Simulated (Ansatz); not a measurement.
Os:
```
Os
1.0
    2.73783     0.00000     0.00000
   -1.36892     2.37103     0.00000
    0.00000     0.00000     4.31767
Os
2
Direct
  0.33333   0.66667   0.75000
  0.66667   0.33333   0.25000
```

Relaxed with r²SCAN. Special points in fractions of this cell's reciprocal vectors: Γ (0.000, 0.000, 0.000); M (0.500, 0.000, 0.000); K (0.333, 0.333, 0.000); A (0.000, 0.000, 0.500); L (0.500, 0.000, 0.500); H (0.333, 0.333, 0.500).

Task: List the band energies nearest the Fermi level at these points for r²SCAN in the plane-wave PAW code Ansatz.

Result: In eV from the Fermi level; about four levels below and three above (degenerate sets whole), none deeper than 8.9 eV; … stands for higher levels left out; points with the same levels are listed once.

```csv
k,below,above
Γ,-2.36 -2.36 -1.72 -1.72 -0.06,…
M,-3.77 -3.12 -2.76 -1.99,2.05 2.63 2.77
K,-4.89 -3.66 -3.66 -1.46,1.51 1.51 2.10
A,-3.44 -3.44 -3.44 -3.44,…
L,-1.34 -1.34 -0.27 -0.27,2.40 2.40 …
H,-3.67 -3.67 -1.49 -1.49,1.64 1.64 …
```

Space group P6_3/mmc (hcp (Mg type)). The r²SCAN relaxation kept the symmetry of its start; of distortions, only those at the zone centre were tested. The run is not spin-polarised. Scalar-relativistic: spin–orbit coupling is off unless named, which matters more the heavier the elements.

Potentials: the later of the program's two PAW sets.
